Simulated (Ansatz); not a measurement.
BeTe:
```yaml
crystal:
  lattice:
    - [0.00000, 2.81567, 2.81567]
    - [2.81567, 0.00000, 2.81567]
    - [2.81567, 2.81567, 0.00000]
  atoms:
    - { symbol: Te, position: [0.75000, 0.75000, 0.75000] }
    - { symbol: Be, position: [0.00000, 0.00000, 0.00000] }
```

Relaxed with HSE06.

Q: Give the Bader charges and basin volumes of the independent atoms, HSE06 (plane waves, PAW; program Ansatz).

A: 

```json
[
 {"atom": "Te1", "Bader charge (e)": "-1.53", "Bader volume (Å³)": "41.5"},
 {"atom": "Be2", "Bader charge (e)": "+1.53", "Bader volume (Å³)": "3.1"}
]
```

Space group F-43m (zinc blende). The HSE06 relaxation kept the symmetry of its start. Spin–orbit coupling is left out wherever it is not named.

Potentials: the later of the program's two PAW sets.
